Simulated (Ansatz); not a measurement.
CuAu:
```xyz
2
Lattice="2.8795 0.0000 0.0000 0.0000 2.8795 0.0000 0.0000 0.0000 3.5045" Properties=species:S:1:pos:R:3 pbc="T T T"
Cu     1.4397     1.4397     1.7522
Au     0.0000     0.0000     0.0000
```

Relaxed with r²SCAN.

### Question
Map the valence electron density (e/Å³), cut off at 6 on the plane through (0.500, 0.500, 0.500) spanned by u = [1, 0, 0] and v = [0, 1, 1] in lattice vectors, from r²SCAN (plane waves, PAW; program Ansatz).

### Answer
x is the fraction of u, y of v (the angle between them is 90°; rows are the nearest grid lines); atoms in the plane: Cu at (0.00, 0.00), Au at (0.50, 0.50).
```
|99992000000029999|
|99972000000027999|
|99931000000013999|
|65310000000001356|
|11000000000000011|
|00000000000000000|
|00000000000000000|
|00000011211000000|
|00001245654210000|
|00002589998520000|
|00014899999841000|
|00015999999951000|
|00015999999951000|
|00014899999841000|
|00002589998520000|
|00001245654210000|
|00000011211000000|
|00000000000000000|
|00000000000000000|
|11000000000000011|
|65310000000001356|
|99931000000013999|
|99972000000027999|
|99992000000029999|
```
Scale: ten equal steps from 0.162 (start of '0') to 6.00 (end of '9'), in the order '0123456789'; x runs from 0.000 to 1.00, y from 0.000 (bottom) to 1.00 (top).

The density is the valence pseudo-density with augmentation charge, so density and ELF within about 1 Å of a nucleus are not all-electron values.

Space group P4/mmm (L1₀ or tetragonal B2). Its axis ratio c/a = 1.22 departs by over 6 % from that of the usual cell of this phase: another minimum, or an error of the functional. The r²SCAN relaxation kept the symmetry of its start; whether a distortion lowers the energy is not shown. The run is not spin-polarised. Spin–orbit coupling is left out wherever it is not named.

Potentials: the earlier of the program's two PAW sets.
